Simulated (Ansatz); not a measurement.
Level of theory: DFT PBE, scalar-relativistic, plane waves, PAW (Ansatz). Settings: cutoff 420 eV, Γ-centred meshes spaced at most about 0.3 Å⁻¹, and about 0.25 Å⁻¹ or finer for metals (2π included), Gaussian smearing. No spin polarisation in the final relaxations.

All energies are static (0 K, no zero-point motion).

Compare these two cells of Ti2Cl, each relaxed at this level.

A.

```yaml
crystal:
  lattice:
    - [2.99950, 0.00000, 0.00000]
    - [0.00000, 2.99950, 0.00000]
    - [0.00000, 0.00000, 5.57623]
  atoms:
    - { symbol: Ti, position: [0.50000, 0.50000, 0.27512] }
    - { symbol: Ti, position: [0.50000, 0.50000, 0.72488] }
    - { symbol: Cl, position: [0.00000, 0.00000, 0.00000] }
```

B.

```yaml
crystal:
  lattice:
    - [0.00000, 3.88558, 3.88558]
    - [3.88558, 0.00000, 3.88558]
    - [3.88558, 3.88558, 0.00000]
  atoms:
    - { symbol: Ti, position: [0.12500, 0.12500, 0.12500] }
    - { symbol: Ti, position: [0.62500, 0.12500, 0.12500] }
    - { symbol: Ti, position: [0.12500, 0.12500, 0.62500] }
    - { symbol: Ti, position: [0.12500, 0.62500, 0.12500] }
    - { symbol: Cl, position: [0.50000, 0.50000, 0.50000] }
    - { symbol: Cl, position: [0.75000, 0.75000, 0.75000] }
```

Question: Which is lower in energy, and by how much?

Answer: A is lower, by 0.39 eV/atom. A has space group P4/mmm (No. 123), 16.7 Å³/atom and no gap on its mesh; B has space group Fd-3m (No. 227), 19.6 Å³/atom and no gap. Counting Cl atoms around Ti (those within 1.25 times the shortest such distance or 1.15 times the sum of covalent radii, 1.27 where that leaves under three; the shortest distance is added where it exceeds 1.18 times the sum of covalent radii), A has Ti 4 and B has Ti 6 from 3.2 Å. The denser one is the lower, and pressure would at first widen the difference. Even the lower one lies +0.10 eV/atom against the reference forms of the elements (uncorrected), a margin that errors in the energy of the gaseous reference can exceed. Both come from invented guesses. A third cell relaxed alike, in C2/m, lies 0.56 eV/atom below the lower of the two.

In P4/mmm an odd number of electrons in the primitive cell allows no gap without spin; a larger cell or a magnetic state could open one. Cells relaxed within their symmetry can be saddle points.
